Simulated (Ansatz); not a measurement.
A relaxed cell of SnTe (Fm-3m (No. 225)), relaxed on a k-mesh at least as fine as the one used below. Level of theory: PBEsol (plane waves to 420 eV, PAW, scalar-relativistic; Ansatz, a first-principles code). Γ-centred k-mesh 6×6×6 on the run's cell (coarser than for final values), Fermi–Dirac smearing 0.05 eV.

```
SnTe
1.0
    0.00000     3.14474     3.14474
    3.14474     0.00000     3.14474
    3.14474     3.14474     0.00000
Te Sn
1 1
Direct
  0.00000   0.00000   0.00000
  0.50000   0.50000   0.50000
```

The atoms are displaced by (Å):

```json
[
 {"atom": "Te1", "ux": "0.073", "uy": "0.319", "uz": "-0.455"},
 {"atom": "Sn2", "ux": "0.031", "uy": "-0.173", "uz": "-0.463"}
]
```

Q: What forces (eV/Å) and pressure result?

A: 
```tsv
atom	Fx	Fy	Fz
Te1	-0.05	-1.84	-0.01
Sn2	0.05	1.84	0.01
```

Pressure +3.8 GPa.

Q: Estimate the energy cost of the displacement in the harmonic approximation and compare with the calculation.

A: For a harmonic well ΔE = −½ Σ F·u = 0.454 eV a cell, or 227 meV/atom. The calculated energy relative to the undisplaced cell is +0.12 eV/atom, so anharmonic terms matter at this amplitude.

No spin polarisation in the result.

The run that gave the undisplaced cell could not lose the symmetry of its start.
